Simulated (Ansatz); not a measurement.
SiRh₂ in space group Pnma (No. 62; Si on 4c, Rh on 4c, Rh on 4c) at seven volumes, PBEsol in the plane-wave PAW code Ansatz, shape and atoms relaxed at each. One row is withheld.

```
V (Å³/atom)  P (GPa)
-----------  -------
11.783         30.18
12.171         18.24
12.560             ?
12.948          0.00
13.337         -6.85
13.725        -12.42
14.114        -17.01
```

Question: Fit the shown pressures and predict the withheld one.

Answer: P = (3/2)B₀(x^(7/2) − x^(5/2))[1 + (3/4)(B′ − 4)(x − 1)] with x = (V₀/V)^(2/3). Least squares on the six rows gives V₀ = 12.948 Å³/atom, B₀ = 249 GPa, B′ = 5.36. At V = 12.560, x = 1.0205 and P = 8.22 GPa. The run itself gave 8.28 GPa.

The workflow started from a Materials Project entry (that database holds measured and hypothetical structures alike); the Crystallography Open Database copy checked does not list it. Its standing as an ambient phase is unchecked. The PBEsol relaxation kept the symmetry of its start; its stability against distortions is not shown here. No spin polarisation was allowed.

Potentials: the later of the program's two PAW sets.
